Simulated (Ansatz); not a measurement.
The numbers come from plane-wave PAW DFT (Ansatz): r2SCAN, no spin polarisation, 500 eV, 7×7×4 Γ-centred k points, methfessel-paxton occupations (width 0.099 eV). Nothing was relaxed.

Computed maps in the lattice plane spanned by b (left to right, 4.55 Å, 14 points from zero) and c (bottom to top, 7.58 Å, 23 points from zero), 90° apart, at height 0.333 along a. The fields are smooth PAW ones with compensation charges, not the true ones near nuclei.

Valence density. Digits on a logarithmic scale: 0 up to 0.03 e/Å³, each further digit a factor of 1.6, 9 from 1.3 e/Å³ up:
```
11111100000000
22222110000011
33333221100112
34444332111223
44554433222233
45555443344334
44554444899644
44444445999944
33333335999943
33333334899633
22222233455433
22222234444433
32222344555543
32223455677654
43223457899865
43233568999976
43223569999986
43223468999975
32123457999865
32112345677654
21001234555443
10000122333321
01110011111111
```

ELF. Ten even steps from '0' (0.00) to '9' (0.71):
```
10000100000000
44444321000012
78888742100135
99999874211257
99999985100269
99889982000049
99889950365208
98889821634505
77777711634503
56665510465203
33333331010023
32122467655775
52113689999997
73115898655699
95127985423469
96238974100258
97348963000148
96238974000258
95227985422469
73114898655699
41001589999998
10000147899863
00000012344310
```

Problem. The cell is NaMg₂Sb₂. Which atoms lie within 0.2 Å of this plane, and where (fractions of b and c)?

Solution. Mg at (0.67, 0.63), Sb at (0.67, 0.26). The whole cell:
```yaml
crystal:
  lattice:
    - [4.54867, 0.00000, 0.00000]
    - [-2.27434, 3.93927, 0.00000]
    - [0.00000, 0.00000, 7.57790]
  atoms:
    - { symbol: Mg, position: [0.33330, 0.66670, 0.62860] }
    - { symbol: Mg, position: [0.66670, 0.33330, 0.37140] }
    - { symbol: Sb, position: [0.33330, 0.66670, 0.25710] }
    - { symbol: Sb, position: [0.66670, 0.33330, 0.74290] }
    - { symbol: Na, position: [0.00000, 0.00000, 0.00000] }
```

Origin: a known structure type with other elements, at an estimated volume, so it need not be a known compound.
